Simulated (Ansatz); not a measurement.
Consider the following.

H:
```cif
data_H4
_chemical_formula_sum 'H4'
_space_group_name_H-M_alt 'I4/mmm'
_space_group_IT_number 139
_space_group_name_Hall '-I 4 2'
_cell_length_a 3.62348
_cell_length_b 3.62348
_cell_length_c 4.38431
_cell_angle_alpha 90.000
_cell_angle_beta 90.000
_cell_angle_gamma 90.000
loop_
_atom_site_label
_atom_site_type_symbol
_atom_site_symmetry_multiplicity
_atom_site_Wyckoff_symbol
_atom_site_fract_x
_atom_site_fract_y
_atom_site_fract_z
_atom_site_occupancy
H1 H 4 e 0.00000 0.00000 0.08658 1
```
(The calculation used a cell of 2 atoms; values per cell refer to that cell.)

This is the PBEsol-relaxed structure.

Question: All from DFT-PBEsol in the program Ansatz with PAW potentials, unless another level is named. Give the smallest direct gap on the standard path.

Answer: 9.54 eV.

Question: What about the band gap?

Answer: 8.95 eV (indirect).

Question: Predict the conduction-band minimum.

Answer: at N (4 equivalent valleys).

Question: Give the valence-band maximum.

Answer: at M.

The workflow started from a Materials Project entry (that database holds measured and hypothetical structures alike); the Crystallography Open Database copy checked does not list it. It is not the usual solid phase (space group No. 194). The cell was relaxed with PBEsol under the symmetry of its start; its stability against distortions is not shown here. The substance is a gas or liquid at ambient conditions. A crystal of weakly bound units computed without a dispersion correction: the cell and the soft elastic constants depend strongly on that.

Potentials: the later of the program's two PAW sets.
